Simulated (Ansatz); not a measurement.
LaC2:
```yaml
crystal:
  lattice:
    - [-1.97682, 1.97682, 3.28781]
    - [1.97682, -1.97682, 3.28781]
    - [1.97682, 1.97682, -3.28781]
  atoms:
    - { symbol: La, position: [0.00000, 0.00000, 0.00000] }
    - { symbol: C, position: [0.40214, 0.40214, 0.00000] }
    - { symbol: C, position: [0.59786, 0.59786, 0.00000] }
```

Relaxed with r²SCAN.

### Question
Map the electron localisation function on the plane through (0.000, 0.000, 0.000) spanned by u = [1, 1, 0] and v = [1, -1, 0] in lattice vectors, from the program Ansatz at the r²SCAN level (PAW).

### Answer
x is the fraction of u, y of v (the angle between them is 90°; rows are the nearest grid lines); atoms in the plane: La at (0.00, 0.00), La at (0.50, 0.50), C at (0.40, 0.00), C at (0.90, 0.50), C at (0.10, 0.50), C at (0.60, 0.00).
```
y \ x   0.000  0.0909  0.182  0.273  0.364  0.455  0.545  0.636  0.727  0.818  0.909   1.00
------  -----  ------  -----  -----  -----  -----  -----  -----  -----  -----  -----  -----
1.00    0.001   0.727  0.328  0.899  0.439  0.608  0.608  0.439  0.899  0.328  0.727  0.001
0.929   0.322   0.830  0.243  0.860  0.717  0.708  0.708  0.717  0.860  0.243  0.830  0.322
0.857   0.835   0.805  0.103  0.671  0.792  0.671  0.671  0.792  0.671  0.103  0.805  0.835
0.786   0.384   0.183  0.061  0.213  0.378  0.206  0.206  0.378  0.213  0.061  0.183  0.384
0.679   0.475   0.590  0.680  0.124  0.206  0.734  0.734  0.206  0.124  0.680  0.590  0.475
0.607   0.792   0.640  0.888  0.241  0.684  0.809  0.809  0.684  0.241  0.888  0.640  0.792
0.536   0.889   0.090  0.918  0.338  0.799  0.244  0.244  0.799  0.338  0.918  0.090  0.889
0.464   0.889   0.090  0.918  0.338  0.799  0.244  0.244  0.799  0.338  0.918  0.090  0.889
0.393   0.792   0.640  0.888  0.241  0.684  0.809  0.809  0.684  0.241  0.888  0.640  0.792
0.321   0.475   0.590  0.680  0.124  0.206  0.734  0.734  0.206  0.124  0.680  0.590  0.475
0.214   0.384   0.183  0.061  0.213  0.378  0.206  0.206  0.378  0.213  0.061  0.183  0.384
0.143   0.835   0.805  0.103  0.671  0.792  0.671  0.671  0.792  0.671  0.103  0.805  0.835
0.0714  0.322   0.830  0.243  0.860  0.717  0.708  0.708  0.717  0.860  0.243  0.830  0.322
0.000   0.001   0.727  0.328  0.899  0.439  0.608  0.608  0.439  0.899  0.328  0.727  0.001
```

The density is the valence pseudo-density with augmentation charge, so density and ELF within about 1 Å of a nucleus are not all-electron values.

Space group I4/mmm (MoSi2 or CaC2 type). The workflow started from an entry of the Crystallography Open Database (COD). Its standing as an ambient phase is unchecked. The r²SCAN relaxation kept the symmetry of its start; its stability against distortions is not shown here. Spin–orbit coupling is left out wherever it is not named.

Potentials: the later of the program's two PAW sets.
